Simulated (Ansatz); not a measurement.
Bi:
Space group P4/nmm, origin choice 1 (No. 129); a = 4.588 Å, b = 4.588 Å, c = 3.267 Å, α = 90.00°, β = 90.00°, γ = 90.00°

| atom | site | symmetry | x | y | z |
|---|---|---|---|---|---|
| Bi | 2c | 4mm | 0.5000 | 0.0000 | 0.4719 |

Relaxed at zero pressure with plane-wave PAW r²SCAN (Ansatz code).

Task: The volume is lowered by 6 % and shape and atoms relax at that volume. What pressure results, and how do the axes share the change?

Result: 3.7 GPa; a -1.9 %, b -1.9 %, c -2.3 %; the energy rises by 22 meV/atom.

Task: Give the new structure.

Result: 
Space group P4/nmm, origin choice 1 (No. 129); a = b = 4.5013 Å, c = 3.1911 Å, α = β = γ = 90.00°

| atom | site | symmetry | x | y | z |
|---|---|---|---|---|---|
| Bi | 2c | 4mm | 0.0000 | 0.5000 | 0.4987 |

The phase is kept; no other phase was compared at this pressure.

The workflow started from a Materials Project entry (that database holds measured and hypothetical structures alike); the Crystallography Open Database copy checked does not list it. It is not the phase usual at ambient conditions (space group No. 166). Symmetry was held in the r²SCAN relaxation; of distortions, only those at the zone centre were tested. Axis ratios of metals converge slowly with the k-mesh, so a and c are less sure than the volume. Spin–orbit coupling is left out wherever it is not named.

Potentials: the earlier of the program's two PAW sets.
